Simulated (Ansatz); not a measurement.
Task: Each is relaxed and computed with plane-wave PAW r²SCAN+D4 (Ansatz code). Which alone has a direct gap?
(A) C8H, P3m1 (Pearson symbol hP9)
(B) H4BrN, P-43m (H on 4e, Br on 1b, N on 1a)
(C) Ti4H3NS8, P3m1 (Pearson symbol hP16)
(D) BeS, P4/nmm (Be on 2c, S on 2a)

Result: C, Ti4H3NS8, P3m1 (Pearson symbol hP16). Ti4H3NS8: gap 0.32 eV (direct); H4BrN: gap 4.81 eV (indirect); C8H: gap 0.57 eV (indirect); BeS: gap 0.18 eV (indirect). Spin orders computed, not proven ground states: C8H, P3m1 (Pearson symbol hP9) ferrimagnetic. Constructed cells (a structure type filled with these elements, in neither database checked): Ti4H3NS8, P3m1 (Pearson symbol hP16); C8H, P3m1 (Pearson symbol hP9); BeS, P4/nmm (Be on 2c, S on 2a). Standing as an ambient phase not checked: H4BrN, P-43m (H on 4e, Br on 1b, N on 1a). Unstable at this level: BeS, P4/nmm (Be on 2c, S on 2a). All cells were relaxed under the symmetry of their starts (and spin orders); stability against distortions was not tested throughout. Rows with no word on spin ran without spin polarisation. Spin–orbit coupling is left out wherever it is not named.

Potentials: the later of the program's two PAW sets.
